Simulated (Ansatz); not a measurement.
MgO in space group P6_3/mmc (No. 194; Mg on 2c, O on 2d), a = b = 3.4511 Å, c = 4.1377 Å, α = β = 90.00°, γ = 120.00°.

Relaxed with LDA.

Which orbitals make up the states near the band edges in LDA (plane waves, PAW; program Ansatz)?

Top 1 eV of the valence band: O 2p 98 %. Bottom 1 eV of the conduction band: Mg 3s 57 %, O 2s 29 %, O 2p 9 %. Projections are on Löwdin-orthogonalised atomic valence shells; empty p or d shells of many metals are not among them.

Tabulate the density of states.

States/eV per cell of 4 atoms, in 0.25 eV bins, energy from the valence-band maximum.

```csv
E (eV),total,O 2p,Mg 3s,O 2s
-4.30,0.00,0.00,0.00,0.00
-4.05,1.05,0.85,0.19,0.00
-3.80,3.79,3.13,0.56,0.03
-3.55,3.97,3.38,0.46,0.05
-3.30,2.04,1.72,0.23,0.05
-3.05,1.69,1.44,0.17,0.04
-2.80,2.12,1.86,0.15,0.04
-2.55,1.94,1.75,0.10,0.03
-2.30,3.30,3.06,0.10,0.03
-2.05,3.47,3.25,0.09,0.03
-1.80,3.79,3.59,0.07,0.03
-1.55,3.78,3.62,0.04,0.02
-1.30,2.18,2.10,0.02,0.01
-1.05,4.30,4.18,0.01,0.01
-0.80,4.91,4.80,0.01,0.01
-0.55,5.04,4.94,0.01,0.00
-0.30,0.56,0.55,0.00,0.00
-0.05,0.07,0.07,0.00,0.00
0.20,0.00,0.00,0.00,0.00
0.45,0.00,0.00,0.00,0.00
0.70,0.00,0.00,0.00,0.00
0.95,0.00,0.00,0.00,0.00
1.20,0.00,0.00,0.00,0.00
1.45,0.00,0.00,0.00,0.00
1.70,0.00,0.00,0.00,0.00
1.95,0.00,0.00,0.00,0.00
2.20,0.00,0.00,0.00,0.00
2.45,0.00,0.00,0.00,0.00
2.70,0.00,0.00,0.00,0.00
2.95,0.00,0.00,0.00,0.00
3.20,0.00,0.00,0.00,0.00
3.45,0.00,0.00,0.00,0.00
3.70,0.02,0.00,0.01,0.01
3.95,0.05,0.00,0.03,0.02
4.20,0.08,0.01,0.04,0.02
4.45,0.11,0.01,0.06,0.03
4.70,0.14,0.02,0.08,0.03
4.95,0.18,0.03,0.10,0.04
5.20,0.22,0.04,0.12,0.05
5.45,0.28,0.05,0.15,0.05
5.70,0.35,0.06,0.19,0.06
5.95,0.44,0.07,0.23,0.06
6.20,0.56,0.09,0.28,0.07
6.45,0.74,0.11,0.34,0.07
6.70,1.05,0.14,0.42,0.07
6.95,1.71,0.18,0.49,0.06
7.20,1.69,0.14,0.34,0.03
7.45,1.16,0.08,0.22,0.02
7.70,0.96,0.06,0.18,0.01
7.95,0.84,0.05,0.15,0.01
8.20,0.79,0.04,0.15,0.01
```

The workflow started from a Materials Project entry (that database holds measured and hypothetical structures alike); the Crystallography Open Database copy checked does not list it. It is not the phase usual at ambient conditions (space group No. 225). Symmetry was held in the LDA relaxation; phonons on a q-mesh show no instability.

Potentials: the later of the program's two PAW sets.
